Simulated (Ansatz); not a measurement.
C:
```
C
1.0
    0.00000     1.78577     1.78577
    1.78577     0.00000     1.78577
    1.78577     1.78577     0.00000
C
2
Direct
  0.50000   0.50000   0.50000
  0.75000   0.75000   0.75000
```

Relaxed with PBE. Special points in fractions of this cell's reciprocal vectors: Γ (0.000, 0.000, 0.000); X (0.500, 0.000, 0.500); U (0.625, 0.250, 0.625); K (0.375, 0.375, 0.750); L (0.500, 0.500, 0.500); W (0.500, 0.250, 0.750).

Task: List the band energies nearest the valence-band maximum at these points for the program Ansatz at the PBE level (PAW).

Result: In eV from the valence-band maximum; about four levels below and three above (degenerate sets whole), none deeper than 8.9 eV; … stands for higher levels left out; points with the same levels are listed once.

```csv
k,below,above
Γ,0.00 0.00 0.00,…
X,-6.28 -6.28,4.76 4.76 …
U,-5.35,5.67 10.71 …
L,-2.80 -2.80,8.45 8.45 …
W,-8.29 -8.29,10.60 10.60 …
```

Space group Fd-3m (diamond). Symmetry was held in the PBE relaxation.

Potentials: the later of the program's two PAW sets.
